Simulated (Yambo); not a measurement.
CdTe (zinc blende, space group F-43m, No. 216), G0W0@PBEsol (Yambo, plasmon pole, terminator in G, 4×4×4 mesh): gap Γ → Γ in eV by bands and screening block.

| bands (W and G) | 2 Ry | 4 Ry | 6 Ry | 8 Ry | 10 Ry |
|---|---|---|---|---|---|
| 40 | 1.91 | 1.98 | 2.02 | 2.02 | [?] |
| 60 | 1.81 | 1.87 | 1.91 | 1.91 | 1.91 |
| 91 | [?] | 1.80 | 1.83 | 1.84 | 1.84 |
| 128 | [?] | 1.78 | 1.81 | 1.82 | 1.82 |
| 165 | 1.73 | 1.77 | 1.81 | 1.82 | 1.82 |

Task: Estimate the withheld gaps from their neighbours; the computed values follow.

Result: 
- 40, 10 Ry: 2.03
- 91, 2 Ry: 1.76
- 128, 2 Ry: 1.74

The largest settings aren't shown to be the converged limit.

The standard potential for Te keeps a d shell in the valence without the s and p states of that shell. In tests on such compounds this moved G0W0 gaps by up to about 0.9 eV, so absolute quasiparticle energies here are unreliable; differences between settings are what counts.

Spin-orbit coupling is not included.

Geometry relaxed with PBEsol; primitive cell a = 4.5885 Å, b = 4.5885 Å, c = 4.5885 Å, α = 60.00°, β = 60.00°, γ = 60.00°.
